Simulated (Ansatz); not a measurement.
IrO2 (rutile)

```
IrO2
1.0
    4.47186     0.00000     0.00000
    0.00000     4.47186     0.00000
    0.00000     0.00000     3.15377
Ir O
2 4
Direct
  0.00000   0.00000   0.00000
  0.50000   0.50000   0.50000
  0.30880   0.30880   0.00000
  0.80880   0.19120   0.50000
  0.19120   0.80880   0.50000
  0.69120   0.69120   0.00000
```

The slice is a (010) plane (indices of the conventional cell) through the point (0.809, 0.191, 0.500) (fractional), spanned by u = [001] and v = [100] in vectors of this cell: u (3.15 Å) and v (4.47 Å, at 90° to u). It covers one period; positions are fractions (u, v).

Method: PBEsol (plane waves to 420 eV, PAW, scalar-relativistic; Ansatz, a quantum-chemistry and plane-wave program). k mesh 11×11×15. Inside the PAW spheres the values are not all-electron values, and peaks at nuclei hang on which shells count as valence. IrO2 is run without spin polarisation and with no Hubbard U. IrO2 was relaxed with its symmetry unable to fall. Spin-orbit coupling is left out, though Ir is heavy. The PAW data are Ansatz's earlier set.

Question: Predict the map of the electron localisation function (ELF) on the slice.

Answer: 
```
|xxxx9988441111221111448899xx|
|9999997733110000001133779999|
|9999774411000000000011447799|
|6666441100000000000000114466|
|2222110000000011000000001122|
|1111110011224455442211001111|
|2211111133668888886633111111|
|2211112255889999998855221111|
|1111112266999999999966221111|
|0000002266999999999966220000|
|0000002255889999998855220000|
|0000001133668899886633110000|
|0000001122334455443322110000|
|0000001122222222222222110000|
|2211111122333333333322111111|
|6655332222335566553322223355|
|9999774422335577553322447799|
|9999997722225566552222779999|
|xxxx9999442233553322449999xx|
|xxxx8899552222332222559988xx|
```
Scale: ten equal steps from 0.02 (start of '0') to 0.84 (end of '9'), in the order '0123456789'. Values: electron localisation function (ELF). The map has 14 points along u (two characters each, u = 0 at the left) and 20 along v (v = 0 in the bottom row). Points within 0.4 Å of a nucleus are blanked (x), as the pseudised field means little there.
